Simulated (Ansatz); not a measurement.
BaGa$_{2}$H$_{2}$: a fit and a missing row

BaGa$_{2}$H$_{2}$, P-3m1, a = 4.514 Å, c = 4.957 Å. The structure is a COD entry; whether it is the stable form wasn't checked. Ansatz: r2SCAN, PAW, 500 eV, Γ-centred 9×9×8 mesh on 5 atoms, Gaussian smearing 0.10 eV; no spin polarisation. Shape and atoms are relaxed at each volume; pressure is positive in compression.

```
V (Å³/atom) P (GPa)
     16.446     3.14
     16.970     1.46
     17.495     0.01
     18.020    -1.23
     18.545        ?
```

Q: Take V0 = 17.495 Å³/atom, count pressures from its P0 = 0.01 GPa, fit the third-order Birch–Murnaghan form to the other rows, and predict the missing pressure.

A: With the Eulerian strain f = ½[(V0/V)^(2/3) − 1] and y = (P − P0)/[3f(1 + 2f)^(5/2)], the form is the line y = B0 + 1.5 B0 (B0′ − 4) f. Rows (f, y): 0.02104, 44.7; 0.01026, 44.8; -0.00976, 44.5. Means f = 0.007180, y = 44.667; Σ(Δf)² = 0.0004885, ΣΔfΔy = 0.003696; the slope is their ratio. y = 44.61 + 7.565 f GPa, so B0 = 44.6 GPa and B0′ = 4 + 2 × (7.565)/(3 × 44.61) = 4.11. At V = 18.545, f = -0.01906, y = 44.47 and P = -2.30 GPa. The run gave -2.29 GPa, so the fit is 0.01 GPa too low, a small miss on the scale of the series. The form still works here, 33 % of the fitted range beyond its end.